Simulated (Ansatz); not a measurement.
## CrBW: reading a single point

```
W Cr B
1.0
     3.10458    0.00000    0.00000
     1.55229   -6.74224    0.00000
     0.00000    0.00000   -3.00799
W Cr B
2 2 2
Cartesian
  3.1046 -1.2133 -2.2560
  1.5523 -5.5289 -0.7520
  1.5523 -2.6891 -0.7520
  3.1046 -4.0532 -2.2560
  1.5523 -0.4787 -0.7520
  3.1046 -6.2635 -2.2560
```

Level: LDA, spin-orbit coupling; 420 eV; 6×6×6 Γ-centred mesh; fermi-dirac occupations (width 0.1 eV); Ansatz 0.2.0, fixed geometry.

The state carries no moments; the state need not be the lowest.

**Question.** Is it stable against the elements?

**Answer.** -0.22 eV an atom against the elements' usual phases (free molecules for gases, crystals otherwise, with no correction for O₂ or N₂), so it is bound against them; other compounds may still compete. Relaxing would lower it.

**Question.** Which element gives electrons and which takes them?

**Answer.** Bader charges in e: Cr +0.23, B -0.72, W +0.49. In the mean W gives up most and B takes most, against the order of Pauling's electronegativities.

**Question.** What does the stress say?

**Answer.** The pressure is 1.6 GPa (compression positive), so with the atoms held at these fractions the cell would first expand; the forces are large, so a full relaxation may end otherwise. The principal stresses -4.9, -0.8, 10.7 GPa differ, so its shape would change too.

**Question.** Metal or insulator?

**Answer.** It is a metal, with about 3.5 states/eV a cell as the mean within 0.25 eV of the Fermi level, mostly Cr d (68 %) and W d (25 %).

Origin: a known structure type with other elements, at an estimated volume, so it need not be a known compound. Caveats: started without moments under time reversal, so no moment could form; the k mesh is coarse if the cell is a metal; atoms or cell far from equilibrium.
